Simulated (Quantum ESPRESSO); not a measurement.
GaSi6As (made-up cell) (calculated)

All values are calculated (Quantum ESPRESSO 7.5). Calculation on a made-up crystal cell, not a measurement: periodic Kohn-Sham density functional theory in plane waves with PseudoDojo standard norm-conserving scalar-relativistic pseudopotentials, each functional with its own files (v0.5 for PBE, v0.4.1 for LDA and PBEsol), no spin polarisation, no spin-orbit coupling, atoms not relaxed, stress positive in tension, energies less a fixed whole-eV offset for each atom's element; levels are Kohn-Sham levels at fractions of this cell's reciprocal vectors, counted from the reference band (half the neutral cell's valence electrons, rounded up) at Gamma; error bars cover cutoff and k-mesh only, not smearing or the files; added strain carries the atoms with the cell, and shear is the tensor component; each bar is the largest change over components, and at least 0.002 eV, 0.002 eV per angstrom or 0.02 GPa; energies are for the whole cell, and the offsets were chosen from early runs and are not element reference energies.

```yaml
- formula: GaSi6As
  kind: "made-up cell"
  structure:
    cell_angstrom: [[5.6144, 0.0, 0.0], [0.0, 5.6144, 0.0], [0.0, 0.0, 5.6144]]
    atoms_fractional:
      - [Si, -0.00761, 0.0251, -0.01291]
      - [As, 0.0104, 0.5112, 0.5059]
      - [Si, 0.50109, 0.00727, 0.48025]
      - [Ga, 0.48025, 0.48848, -0.02332]
      - [Si, 0.25883, 0.25903, 0.2552]
      - [Si, 0.26279, 0.75896, 0.74031]
      - [Si, 0.74334, 0.24428, 0.74947]
      - [Si, 0.75212, 0.75928, 0.27394]
  given:
    lattice_type: "zincblende/diamond"
    functional: pbe
    "cutoff [eV]": 1143
    "fermi_dirac_smearing [eV]": 0.1
    "scf_tolerance [eV]": 1.0e-07
    electrons_removed: 0
    k_mesh: "6 x 6 x 6, shifted by half a step"
    atom_site: [1, 2, 3, 4, 5, 6, 7, 8]
    "atom_energy_offset [eV]": [-115, -2887, -115, -2080, -115, -115, -115, -115]
  results:
    "free_energy_less_offsets [eV]": 0.1088
    "smearing_term_minus_ts [eV]": -0.02931
    scf_iterations: 10
    "pressure [GPa]": -1.734
    "stress_xx [GPa]": 1.728
    "stress_yy [GPa]": 1.662
    "stress_zz [GPa]": 1.811
    "stress_yz [GPa]": 0.8355
    "stress_xz [GPa]": -0.5639
    "stress_xy [GPa]": 2.333
    force_site: [1, 2, 3, 4, 5, 6, 7, 8]
    "force_x [eV/angstrom]": [0.8643, -0.4395, 0.02693, 0.9945, -0.5764, -0.2363, -0.4544, -0.1791]
    "force_y [eV/angstrom]": [-1.414, -0.4035, -0.02747, 0.7242, -0.2599, 1.208, 0.4119, -0.2395]
    "force_z [eV/angstrom]": [1.17, 0.1295, 1.177, 0.9862, -1.168, 0.7389, -0.4164, -2.618]
    "fermi_level [eV]": 0.1376
    reference_band: 26
    level_k_point: [Gamma, "(1/2,1/2,1/2)", "(0.15,0,0)", "(0,0.15,0)", "(0,0,0.15)"]
    "next_band_up [eV]": [0.4016, 0.058, 0.2459, 0.2616, 0.1905]
    "error_bar_energy [eV]": 0.002
    "error_bar_stress [GPa]": 0.02102
    "error_bar_force [eV/angstrom]": 0.008552
    "error_bar_next_band_up [eV]": 0.002
    "error_bar_fermi_level [eV]": 0.006931
    error_bars_from: "tighter rerun of a related cell"
```
